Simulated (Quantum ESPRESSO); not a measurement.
InSe has the monoclinic space group C2/m (No. 12), Pearson symbol mS8. Lattice parameters: a = 11.653 Å, b = 4.109 Å, c = 5.073 Å, α = 90.00°, β = 109.86°, γ = 90.00°. Se on 4i is surrounded by 3 In at 2.681–2.691 Å (trigonal pyramidal). In on 4i has 3 Se at 2.681–2.691 Å (trigonal pyramidal). (Neighbours: up to the widest gap in distance over summed covalent radii, below 1.35, at either atom; cation-cation contacts left out.)
(The calculation used a cell of 4 atoms; values per cell refer to that cell.)

The geometry is that of Materials Project entry mp-21405, symmetrised and not relaxed again.

Question: What does PBEsol (Quantum ESPRESSO, PseudoDojo norm-conserving, 86 Ry, scalar-relativistic) give for the electronic structure near the Fermi level?

Answer: The PBEsol gap is indirect, 1.07 eV, from 67 % of the way from Γ to Z to Y; the smallest direct gap is 1.27 eV. Spin-orbit splittings are left out.

This is not the ordinary phase of the substance; no match was found in the copy of COD used, and its stability was not checked.

The distance between layers or molecules is the database entry's, not relaxed here. Functionals without dispersion can leave it too large, which widens gaps and weakens the response across layers: the numbers belong to this cell.
